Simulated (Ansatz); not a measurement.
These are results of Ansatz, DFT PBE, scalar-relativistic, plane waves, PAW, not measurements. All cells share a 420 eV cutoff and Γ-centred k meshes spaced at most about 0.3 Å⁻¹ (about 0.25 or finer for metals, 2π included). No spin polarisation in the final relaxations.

These are static total energies at zero pressure. All come from trial cells, and lower structures may exist.

Task: Order these relaxed structures of Na₂H by energy, lowest first, with the energy over the lowest of them.
1.

```
Na H
1.0
     3.30810    0.00000    0.00000
     0.00000    3.30810    0.00000
     0.00000    0.00000    6.23567
Na H
2 1
Cartesian
  0.0000 0.0000 0.3037
  1.6541 1.6541 3.2501
  0.0000 0.0000 2.6819
```

2.

```
Na H
1.0
     4.65514    0.00000    0.00000
     0.00000    4.65514    0.00000
     0.00000    0.00000    3.49162
Na H
2 1
Direct
  0.00000 0.50000 0.00000
  0.50000 0.00000 0.00000
  0.50000 0.50000 0.00000
```

Result: 1 (0 meV/atom), 2 (132 meV/atom). Forms: 1 P4mm; 2 P4/mmm. Counting H atoms around Na (those within 1.25 times the shortest such distance or 1.15 times the sum of covalent radii; a slash parts the counts of unlike sites): cell 1 has Na 1/4; cell 2 has Na 2.

With hydrogen, zero-point motion can shift such differences by 10 meV/atom or more. A magnetic state wasn't ruled out in cells without spin, among them P4mm, P4/mmm. Cells relaxed within their symmetry can be saddle points. The P4mm cell of Na2H came from shaking the P4/mmm one. Some types were kept out of the candidates beforehand, so the set may lack a known form.
